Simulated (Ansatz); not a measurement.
Input file for Ansatz (an electronic-structure program):

Ansatz 0.2 input:
```yaml
crystal:
  lattice:
    - [0.0, 4.7943360783, 4.7943360783]
    - [4.7943360783, 0.0, 4.7943360783]
    - [4.7943360783, 4.7943360783, 0.0]
  atoms:
    - { symbol: C, position: [0.0, 0.0, 0.0] }
    - { symbol: C, position: [0.25, 0.25, 0.25] }
    - { symbol: C, position: [0.0889191231, 0.0889191231, 0.0889191231] }
    - { symbol: C, position: [0.1610808769, 0.1610808769, 0.1610808769] }
    - { symbol: C, position: [0.7332426308, 0.0889191231, 0.0889191231] }
    - { symbol: C, position: [0.5167573692, 0.1610808769, 0.1610808769] }
    - { symbol: C, position: [0.0889191231, 0.7332426308, 0.0889191231] }
    - { symbol: C, position: [0.1610808769, 0.5167573692, 0.1610808769] }
    - { symbol: C, position: [0.0889191231, 0.0889191231, 0.7332426308] }
    - { symbol: C, position: [0.1610808769, 0.1610808769, 0.5167573692] }
kpoints:
  mp_grid: { grid: [5, 5, 5] }
hamiltonian:
  xc: r2scan
  pseudopotentials: { kind: paw }
scf:
  occupations: { method: fixed }
output:
  optics: { e_range: [0.0, 15.0], de: 0.05, sigma: 0.1, bands: { spectra_wanted_up_to: 12 eV } }
```

Output (shortened):

```
output.optics: the spectra are integrated over the Brillouin zone by k·p interpolation around the k-points, where levels, occupations, output.optics.sigma and …
Pseudopotential: C, paw, valence charge 4
Functional definition: r2SCAN
Crystal: 10 atoms, lattice volume = 220.402 Å³
Basis set: ecut = 500 eV, 5601 PW (Γ), exchange–correlation on 200×200×200 points (64 copies of the dense FFT grid, shifted against one another)
Bands: 30, of which v1, the nominal top of the filled ones, is band 20 counted from 1 (19 counted from 0)
Symmetry: 48 space group operations
Space group: Fd-3m (ITA 227), of the structure as read, at distance tolerance 6.0e-5 Å
k-points: 10 of 125
SCF iter   1: F=—  HF=-2504.269325 eV  |F-HF|=—  |Δ(HF+E_count)|=         —  Δρ=7.19e-3  dr2=8.62e-2  dr2_τ=2.10e0  ethr=1.77e-3  ⟨swp⟩=5.0  Hψ=1205  notcnv=0  defer=71
preconditioner: auto → Resta (q_TF=auto, 2.053 Å⁻¹)
SCF iter   2: F=—  HF=-2504.373112 eV  |F-HF|=—  |Δ(HF+E_count)|=   1.04e-1  Δρ=4.17e-3  dr2=2.88e-2  dr2_τ=6.00e-4  ethr=2.15e-4  ⟨swp⟩=2.0  Hψ=597  notcnv=0  defer=72
SCF iter   3: F=—  HF=-2504.422805 eV  |F-HF|=—  |Δ(HF+E_count)|=   4.97e-2  Δρ=9.41e-4  dr2=2.07e-3  dr2_τ=4.20e-4  ethr=7.21e-5  ⟨swp⟩=3.0  Hψ=491  notcnv=0  defer=71
SCF iter   4: F=—  HF=-2504.425610 eV  |F-HF|=—  |Δ(HF+E_count)|=   2.80e-3  Δρ=3.28e-4  dr2=3.11e-4  dr2_τ=1.03e-5  ethr=5.17e-6  ⟨swp⟩=2.0  Hψ=472  notcnv=0  defer=79
SCF iter   5: F=—  HF=-2504.427831 eV  |F-HF|=—  |Δ(HF+E_count)|=   2.22e-3  Δρ=1.04e-4  dr2=2.92e-5  dr2_τ=4.43e-6  ethr=7.77e-7  ⟨swp⟩=2.1  Hψ=469  notcnv=0  defer=77
SCF iter   6: F=—  HF=-2504.428062 eV  |F-HF|=—  |Δ(HF+E_count)|=   2.31e-4  Δρ=3.89e-5  dr2=2.02e-6  dr2_τ=1.19e-7  ethr=7.30e-8  ⟨swp⟩=2.0  Hψ=465  notcnv=0  defer=55
SCF iter   7: F=—  HF=-2504.428037 eV  |F-HF|=—  |Δ(HF+E_count)|=   2.40e-5  Δρ=4.12e-6  dr2=5.86e-8  dr2_τ=1.73e-9  ethr=5.05e-9  ⟨swp⟩=2.0  Hψ=477  notcnv=0  defer=54
SCF iter   8: F=—  HF=-2504.428039 eV  |F-HF|=—  |Δ(HF+E_count)|=   1.70e-6  Δρ=5.36e-7  dr2=6.34e-10  dr2_τ=5.96e-11  ethr=1.47e-10  ⟨swp⟩=2.9  Hψ=472  notcnv=0  defer=54
SCF iter  10: F=-2504.428039 eV  HF=-2504.428039 eV  |F-HF|=9.09e-12  |Δ(HF+E_count)|=  1.48e-10  Δρ=1.14e-8  dr2=2.25e-13  dr2_τ=1.07e-14  ethr=1.00e-12  ⟨swp⟩=11.0  Hψ=1635  notcnv=0
SCF 1 converged in 10 iterations: F = -2504.428039 eV  dr2 = 2.25e-13
NSCF: frozen V_eff on 10 k-points
Optics k sum: 0 of 10 k-points
Optics k sum: 1 of 10 k-points
Optics k sum: 2 of 10 k-points
Optics k sum: 3 of 10 k-points
Optics k sum: 4 of 10 k-points
Optics k sum: 5 of 10 k-points
Optics k sum: 6 of 10 k-points
Optics k sum: 7 of 10 k-points
Optics k sum: 8 of 10 k-points
Optics k sum: 9 of 10 k-points
Optics k sum: 10 of 10 k-points
Optics k sum: 0 of 10 k-points
Optics k sum: 1 of 10 k-points
Optics k sum: 2 of 10 k-points
Optics k sum: 3 of 10 k-points
Optics k sum: 4 of 10 k-points
Optics k sum: 5 of 10 k-points
Optics k sum: 6 of 10 k-points
Optics k sum: 7 of 10 k-points
Optics k sum: 8 of 10 k-points
Optics k sum: 9 of 10 k-points
Optics k sum: 10 of 10 k-points
NSCF: frozen V_eff on 1 k-points
NSCF: frozen V_eff on 1 k-points
NSCF: frozen V_eff on 1 k-points
NSCF: frozen V_eff on 1 k-points
output.optics: what the bands over the 56 summed would add to eps1, eps2 and the energy-loss function is held between a lower and an upper bound (10 Lanczos …
SCF converged after 10 iterations
Free energy (F): -2504.428039 eV
Harris-Foulkes:  -2504.428039 eV  (|F-HF|=9.09e-12)
Internal energy: -2504.428039 eV  (E = F + TS)
E sigma→0 (E₀):  -2504.428039 eV
Fermi energy:    -2.578891 eV
--- Per-component energies (eV) ---
  E_band       = -381.572660
  E_kinetic    = 887.479859
  E_local      = -3344.197583  (includes V_loc(G=0)·N_el)
  E_nonlocal   = 273.262574
  E_hartree    = 1235.601232
  E_xc         = -460.931950
  E_vxc        = -639.526000  (∫ρ·V_xc dr)
  E_paw        = -1008.819659  (= ΣΔE_a)
  E_vpaw       = -67.546958  (= ΣTr[D̂ρ^β])
  E_aug_tail   = 0.000045  (compensation charges beyond the density's cutoff)
  E_vtau       = 37.752948  (kinetic-family band-sum trace: ∫τ·v_τ [+ j·A + Jᵃ·Aᵃ] dr)
  E_ewald      = -86.574820
  E_core_change = -0.247737  (= ΣΔE_core)
  E_smearing   =  0.000000  (= −TS)
  E_closure    = 0.000000  (closes the sum)
  Σ components = -2504.428039   (vs F -2504.428039, Δ=0.00e0)
  [band-id]    e_kinetic+e_local+e_nonlocal+2·e_hartree+e_vxc+e_vpaw+e_augmentation_tail+e_vtau = -381.572651   (vs E_band -381.572660, Δ=9.32e-6)
--- Band table (eV; the first three rows and the last of 10) ---
  k-point 0: bands = ["-19.7731", "-18.7991", "-16.0801", "-16.0801", "-16.0801", "-13.6456", "-11.3235", "-11.3235", "-11.3235", "-9.1752", "-9.1752", "-9.1752", "-4.7102", "-4.7102", "-3.7631", "-3.7631", "-3.7631", "-2.5809", "-2.5809", "-2.5809", …
  k-point 1: bands = ["-19.7236", "-18.8994", "-16.0825", "-16.0825", "-15.9168", "-13.8760", "-11.2906", "-11.2906", "-11.0707", "-9.3485", "-9.2279", "-9.2279", "-4.6228", "-4.6228", "-3.7343", "-3.7343", "-3.6938", "-2.7619", "-2.7619", "-2.5801", …
  k-point 2: bands = ["-19.6136", "-19.0842", "-16.0865", "-16.0865", "-15.5931", "-14.2801", "-11.2342", "-11.2342", "-10.5636", "-9.7604", "-9.3153", "-9.3153", "-4.4686", "-4.4686", "-3.6207", "-3.6207", "-3.5819", "-3.1243", "-3.1243", "-2.5789", …
  k-point 9: bands = ["-19.4852", "-19.2550", "-16.0945", "-16.0920", "-15.2362", "-14.6733", "-11.1574", "-11.1252", "-10.3235", "-9.9030", "-9.4750", "-9.4264", "-4.2844", "-4.1797", "-3.9944", "-3.7551", "-3.2979", "-3.2468", "-2.9652", "-2.9029", …
```

Cost: very roughly 70 core-seconds on shared cores.

The start of the workflow was typed in or built on a structure type. Its sites differ from those of the usual phase in this space group: another stacking or structure type. The cell was relaxed with r²SCAN under the symmetry of its start; its stability against distortions is not shown here.

Potentials: the later of the program's two PAW sets.

Ansatz is a plane-wave DFT program.
